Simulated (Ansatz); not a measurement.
ScGeCN:
```
CELL_PARAMETERS angstrom
      3.40374     0.00000     0.00000
     -1.70187     2.94773     0.00000
      0.00000     0.00000     5.37595
ATOMIC_POSITIONS crystal
  Sc 0.33333 0.66667 0.52439
  Ge 0.66667 0.33333 0.99820
  C  0.33333 0.66667 0.09466
  N  0.66667 0.33333 0.63274
```

This is the PBE-relaxed structure.

### Question
All from the program Ansatz at the PBE level (PAW), unless another level is named. Estimate the formation energy from the elements (no fitted shifts).

### Answer
-434 meV/atom.

### Question
What about the hole effective mass?

### Answer
0.81, 2.0, 2.0 mₑ (principal values).

### Question
Next, the valence-band maximum?

### Answer
at K.

Space group P3m1. The start of the workflow was typed in or built on a structure type; neither database checked (COD, Materials Project) lists it. Whether it is the stable phase at ambient conditions was not checked. Symmetry was held in the PBE relaxation; its stability against distortions is not shown here. The run is not spin-polarised. The references are the lowest solids computed at this level, not always the standard phases (solids in place of the gases). Spin–orbit coupling is left out wherever it is not named.

Potentials: the earlier of the program's two PAW sets.

Edges and masses are those of Kohn–Sham bands, whose gap is no quasiparticle gap.
